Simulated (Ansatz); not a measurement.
Input:

GaSb:
```yaml
crystal:
  lattice:
    - [-2.71835, 2.71835, 1.54538]
    - [2.71835, -2.71835, 1.54538]
    - [2.71835, 2.71835, -1.54538]
  atoms:
    - { symbol: Ga, position: [0.75000, 0.25000, 0.50000] }
    - { symbol: Sb, position: [0.00000, 0.00000, 0.00000] }
```

This is the PBEsol-relaxed structure.

### Question
All from DFT-PBEsol in the program Ansatz with PAW potentials, unless another level is named. Predict the electronic character.

### Answer
metallic (no gap).

### Question
Next, the density of states at the Fermi level?

### Answer
0.37 states/eV per atom (mean over ±0.08 eV).

### Question
What about the formation energy from the elements (no fitted shifts)?

### Answer
0.013 eV/atom.

### Question
Give the gap with spin–orbit coupling.

### Answer
none (metallic).

Space group I-4m2. The first step of the workflow began from a Materials Project structure, measured or hypothetical; the Crystallography Open Database copy checked does not list it. It is not the phase usual at ambient conditions (space group No. 216). The PBEsol relaxation kept the symmetry of its start; its stability against distortions is not shown here. The references are the lowest solids computed at this level, not always the standard phases. Scalar-relativistic: spin–orbit coupling is off unless named, which matters more the heavier the elements.

Potentials: the later of the program's two PAW sets.
